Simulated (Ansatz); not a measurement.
Relaxed-ion elastic tensor of NaI (rock salt, Fm-3m) in GPa (Voigt order), DFT-PBEsol in the program Ansatz with PAW potentials; density 3.79 g/cm³, 32.82 Å³ per atom.

```tsv
	1	2	3	4	5	6
1	36.0	7.6	7.6	0.0	0.0	0.0
2	7.6	36.0	7.6	0.0	0.0	0.0
3	7.6	7.6	36.0	0.0	0.0	0.0
4	0.0	0.0	0.0	6.8	0.0	0.0
5	0.0	0.0	0.0	0.0	6.8	0.0
6	0.0	0.0	0.0	0.0	0.0	6.8
```

### Question
Is the crystal mechanically stable?

### Answer
Yes: the smallest eigenvalue of C is 6.8 GPa.

### Question
Work out the Voigt, Reuss and Hill averages.

### Answer
K_V = 17.1, K_R = 17.1, K_H = 17.1; G_V = 9.8, G_R = 8.6, G_H = 9.2 GPa.

### Question
Give Young's modulus, Poisson's ratio, Pugh's ratio and the universal anisotropy index.

### Answer
E = 9KG/(3K + G) = 23.3 GPa; ν = 0.27; K/G = 1.86 (ductile by the Pugh limit of 1.75); A_U = 5G_V/G_R + K_V/K_R − 6 = 0.67.

### Question
Estimate the sound speeds and the Debye temperature.

### Answer
v_l = √((K + 4G/3)/ρ) = 2780 m/s, v_t = √(G/ρ) = 1560 m/s, mean 1730 m/s; Θ = (h/k)(3n/4πV)^(1/3) v_m = 161 K.

### Question
Give the Zener ratio and Young's modulus along [100], [110] and [111].

### Answer
A = 2C44/(C11 − C12) = 0.48; 1/E = S11 − 2(S11 − S12 − S44/2)Γ with Γ = 0, 1/4, 1/3 gives 33.3, 20.4, 18.0 GPa.

Symmetry was held in the PBEsol relaxation. Spin–orbit coupling is left out wherever it is not named.

Potentials: the later of the program's two PAW sets.
